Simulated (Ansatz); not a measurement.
SbAs (rock salt, Fm-3m) under volume change, PBE (plane waves, PAW; program Ansatz), scaled uniformly.

```
V (Å³/atom)  E − E(relaxed) (meV/atom)  P (GPa)
-----------  -------------------------  -------
22.778                            49.3     7.57
23.529                            20.9     4.67
24.280                             4.9     2.17
25.031                             0.0     0.00
25.782                             4.4    -1.84
26.533                            16.8    -3.39
27.284                            35.8    -4.70
```

Q: What does a third-order Birch–Murnaghan fit give for V₀, B₀ and B′?

A: V₀ = 25.03 Å³/atom, B₀ = 65.7 GPa, B′ = 4.2.

The workflow started from an entry of the Crystallography Open Database (COD); the relaxed space group is not among those it files for this formula. COD files the formula under space group No. 166, so this cell is another polymorph or a model. Its standing as an ambient phase is unchecked. The cell was relaxed with PBE under the symmetry of its start; whether a distortion lowers the energy is not shown. Scalar-relativistic: spin–orbit coupling is off unless named, which matters more the heavier the elements.

Potentials: the later of the program's two PAW sets.
